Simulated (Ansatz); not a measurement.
## Stiffness of LaAg from strained cells

```yaml
crystal:
  lattice:
    - [3.76000, 0.00000, 0.00000]
    - [0.00000, 3.76000, 0.00000]
    - [0.00000, 0.00000, 3.76000]
  atoms:
    - { symbol: La, position: [0.50000, 0.50000, 0.50000] }
    - { symbol: Ag, position: [0.00000, 0.00000, 0.00000] }
```

Atom numbers follow the list: La1, Ag2.

Conventional cell: a = 3.760 Å, b = 3.760 Å, c = 3.760 Å, α = 90.00°, β = 90.00°, γ = 90.00°. La (atom 1) is surrounded by 8 Ag at 3.26 Å. Around Ag (atom 2) lie 8 La at 3.26 Å.

The cell is COD entry 9008798, as deposited and not checked against the literature; nothing was relaxed.

Spin–orbit coupling is left out, though it moves levels of the heavy atoms by tenths of an eV or more.

Computed with Ansatz 0.2.0, DFT, PBEsol, all-electron LAPW, scalar-relativistic.

Sampling and basis: a Γ-centred 9×9×9 k mesh, Fermi–Dirac smearing of 0.08 eV, basis error target 0.25 meV/atom, no spin polarisation.

The unstrained cell is at -0.28 GPa. Large strains and very small stresses are left out. Each strain is applied once, with fractional coordinates held (clamped ions), and σ below is the change of stress, positive in tension. One finite strain gives stress–strain coefficients at this pressure with an error of the order of the strain times third-order constants, a few per cent for each per cent of strain. In a metal the k mesh adds noise of tens of per cent to soft shears.

**Question.** With equal xy, yz and zx engineering shear strains of -1 %, the run gives σxy = -0.25 GPa and γxy = 2εxy = -0.0100. Which stiffness follows?

**Answer.** C44 (clamped ions) = σxy/γxy = 25 GPa.

**Question.** With equal xy, yz and zx engineering shear strains of +1 %, the run gives σxy = 0.23 GPa and γxy = 2εxy = 0.0100. Which stiffness follows?

**Answer.** C44 (clamped ions) = σxy/γxy = 23 GPa.

**Question.** The two estimates of C44 (clamped ions) differ. Why, and which value is best?

**Answer.** Finite strains add third-order terms, and in a metal the k mesh adds noise; two strains on one mesh can't tell these apart, so neither value is shown to be the better.
